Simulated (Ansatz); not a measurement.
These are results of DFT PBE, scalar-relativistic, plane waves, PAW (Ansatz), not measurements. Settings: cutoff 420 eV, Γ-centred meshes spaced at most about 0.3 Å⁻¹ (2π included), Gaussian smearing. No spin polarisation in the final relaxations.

These are static total energies at zero pressure.

Compare these two cells of Sn4Se3S, each relaxed at this level.

A.

```
CELL_PARAMETERS angstrom
4.32312 -4.24814 0.00000
4.32312 4.24814 0.00000
-0.09837 0.00000 6.08677
ATOMIC_POSITIONS crystal
Sn 0.50794 0.50794 0.48811
Sn 0.00281 0.52640 0.01134
Sn 0.00685 0.00685 0.47499
Sn 0.52640 0.00281 0.01134
Se 0.49212 0.99344 0.48760
Se 0.49502 0.49502 0.00831
Se 0.99344 0.49212 0.48760
S 0.97700 0.97700 0.03134
```

B.

```
CELL_PARAMETERS angstrom
6.01271 0.00000 0.00000
0.00000 6.01271 0.00000
0.00000 0.00000 6.01271
ATOMIC_POSITIONS crystal
Sn 0.50000 0.50000 0.50000
Sn 0.00000 0.50000 0.00000
Sn 0.50000 0.00000 0.00000
Sn 0.00000 0.00000 0.50000
Se 0.50000 0.00000 0.50000
Se 0.00000 0.50000 0.50000
Se 0.50000 0.50000 0.00000
S 0.00000 0.00000 0.00000
```

Question: Which form is favoured at zero pressure, and by what margin per atom?

Answer: A is lower, by 8 meV/atom. A has Se and S ordered on rock salt sites, space group Cm (No. 8), 27.9 Å³/atom and a gap of 0.43 eV on its mesh; B has Se and S ordered on rock salt sites, space group Pm-3m (No. 221), 27.2 Å³/atom and a gap of 0.27 eV. Counting S or Se atoms around Sn (for each partner element, those within 1.25 times its shortest distance or 1.15 times the sum of covalent radii, where it is the nearest in units of that sum or under 1.3; a slash parts the counts of unlike sites), A has Sn 5/6 and B has Sn 6. In A, around Sn on a site of symmetry m lie 3 Se at 2.92–2.94 Å and 3 Se at 3.12–3.17 Å; around Se on a site of symmetry 1 lie 3 Sn at 2.91–2.94 Å and 3 Sn at 3.12–3.19 Å; S has 3 Sn at 2.71–2.73 Å and 3 Sn at 3.34–3.40 Å; 3 more sites not described. In B, around Sn on a site of symmetry m-3m lie 6 Se at 3.01 Å; Se is surrounded by 6 Sn at 3.01 Å; S is surrounded by 6 Sn at 3.01 Å; 1 more site not described. Both come from invented guesses.

Kohn–Sham gaps at this level usually fall short of measured ones. Cells relaxed within their symmetry can be saddle points. The Cm cell of Sn4Se3S came from shaking the Pm-3m one.
